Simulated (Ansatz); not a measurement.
**Calculated with Ansatz: MnNbTl, settings compared**

Launch command:

```bash
ansatz run input.yaml --threads 1 --pin off --max-ram 2560MiB --backend cpu --events-out ev --progress --plain --runs-dir out
```

The input file (Ansatz 0.2.0, plane waves):

```yaml
crystal:
  lattice:
    - [7.067573, 0.0, 0.0]
    - [-3.533787, 6.120699, 0.0]
    - [0.0, 0.0, 3.913823]
  atoms:
    - { symbol: Nb, position: [0.589, 0.0, 0.5] }
    - { symbol: Nb, position: [0.411, 0.411, 0.5] }
    - { symbol: Nb, position: [0.0, 0.589, 0.5] }
    - { symbol: Mn, position: [0.242, 0.0, 0.0] }
    - { symbol: Mn, position: [0.758, 0.758, 0.0] }
    - { symbol: Mn, position: [0.0, 0.242, 0.0] }
    - { symbol: Tl, position: [0.3333, 0.6667, 0.0] }
    - { symbol: Tl, position: [0.6667, 0.3333, 0.0] }
    - { symbol: Tl, position: [0.0, 0.0, 0.5] }
  symmetry: { tolerance: 0.0003 }
kpoints:
  mp_grid: { grid: [3, 3, 5], shift: [0, 0, 0] }
magnetization:
  spin_polarized: false
scf:
  occupations: { method: methfessel_paxton, width: 0.1544 }
hamiltonian:
  pseudopotentials: { kind: paw }
  xc: pbe
basis:
  ecutwfc: 420
output:
  forces: true
  stress: true
  eigenvalues: true
```

Origin of the cell: a known structure type with other elements, at an estimated volume, so it need not be a known compound.

Output of this run (shortened):

```
SCF iter   1: F=—  HF=-59678.332497 eV  Δρ=1.04e-2  dr2=7.15e-2
SCF iter   2: F=—  HF=-59678.319474 eV  S|Δr|=    0.00e0  Δρ=3.01e-3  dr2=1.13e-2
SCF iter   3: F=—  HF=-59678.318537 eV  S|Δr|=    0.00e0  Δρ=1.51e-3  dr2=4.37e-3
SCF iter   4: F=—  HF=-59678.317965 eV  S|Δr|=    0.00e0  Δρ=5.40e-4  dr2=5.10e-4
SCF iter   5: F=—  HF=-59678.317884 eV  S|Δr|=    0.00e0  Δρ=2.43e-4  dr2=1.07e-4
SCF iter   6: F=—  HF=-59678.317847 eV  S|Δr|=    0.00e0  Δρ=6.44e-5  dr2=6.14e-6
SCF iter   7: F=—  HF=-59678.317852 eV  S|Δr|=    0.00e0  Δρ=1.94e-5  dr2=6.01e-7
SCF iter   8: F=-59678.317852 eV  HF=-59678.317852 eV  S|Δr|=    0.00e0  Δρ=4.67e-6  dr2=2.88e-8
SCF 1 converged in 8 iterations: F = -59678.317852 eV  dr2 = 2.88e-8
SCF converged after 8 iterations
Stability not checked: this state was not tested for a lower state beside it, because cold or Methfessel-Paxton smearing, or corrected tetrahedra, fill the levels in a way that the test cannot read (fill_not_monotonic; […]
Free energy (F): -59678.317852 eV
Harris-Foulkes:  -59678.317852 eV  (|F-HF|=3.04e-9)
Internal energy: -59678.301193 eV  (E = F + TS)
E sigma→0 (E₀):  -59678.313687 eV
Entropy (-TS):   -0.016659 eV (-1.851 meV/atom)
Fermi energy:    14.799794 eV
--- Per-component energies (eV) ---
  E_band       = -846.010528
  E_kinetic    = 3094.537311
  E_local      = -10920.672867  (includes V_loc(G=0)·N_el)
  E_nonlocal   = 2034.998520
  E_hartree    = 4245.620355
  E_xc         = -1550.550478
  E_vxc        = -1491.394173  (∫ρ·V_xc dr)
  E_paw        = -43623.019164  (= ΣΔE_a)
  E_vpaw       = -2054.719425  (= ΣTr[D̂ρ^β])
  E_aug_tail   = 0.000104  (compensation charges beyond the density's cutoff)
  E_ewald      = -12959.214974
  E_smearing   = -0.016659  (= −TS)
  Σ components = -59678.317852   (vs F -59678.317852, Δ=0.00e0)
--- Forces (eV/Å), atoms counted from 1 ---
  atom   1  Nb    -0.060594    -0.000000    -0.000000
  atom   2  Nb     0.030297     0.052476     0.000000
[… 2 lines left out …]
  atom   5  Mn    -0.185622    -0.321507     0.000000
  atom   6  Mn    -0.185622     0.321507     0.000000
  atom   7  Tl    -0.000000    -0.000000     0.000000
  atom   8  Tl     0.000000     0.000000     0.000000
  atom   9  Tl     0.000000     0.000000    -0.000000
  max |Σ_I F_I| component: 7.72e-17 eV/Å
--- Stress (GPa, compression-positive) ---
       -8.172335      -0.000000       0.000000
       -0.000000      -8.172335       0.000000
        0.000000       0.000000      -7.752477
  P = ⅓ Tr σ = -8.0324 GPa (-80.324 kbar)
```

The same input was run again with these changes:

1. `total_charge` default → -1; `basis.ecutwfc` 420 → "550 eV"
2. `basis.xc_grid` default → 3; `hamiltonian.xc` pbe → rpbe
3. `basis.ecutwfc` 420 → "400 eV"
4. `accuracy` default → low

| run | end | SCF iterations | P (GPa) | max force component (eV/Å) | moment (μB) | ΔE(σ→0) (meV/atom) |
| --- | --- | --- | --- | --- | --- | --- |
| base | converged | 8 | -8.03 | 0.371 | – | 0 |
| 1 | converged | 11 | – | 0.290 | – | – |
| 2 | converged | 8 | -5.10 | 0.426 | – | – |
| 3 | converged | 8 | -8.03 | 0.371 | – | 0.45 |
| 4 | converged | 8 | -8.03 | 0.371 | – | 0.00 |

Energies are compared only where functional, datasets, charge and starting cell are the same.

Caveats of the base run: no spin polarisation, so a magnetic state may lie lower; no spin-orbit coupling, though heavy elements are present; the k mesh is coarse if the cell is a metal; wide smearing.

Run 1: charged cell with a uniform background, whose pressure depends on convention.
Run 2: forces of this functional can be a tenth off on datasets made under PBE.
Run 3: the cutoff lies below the datasets' advice.

The base run took 4.2 s on 1 thread of AMD EPYC 9R45 96-Core Processor (Zen 5) (shared host), peak memory 0.48 GiB, from the program's own first density.
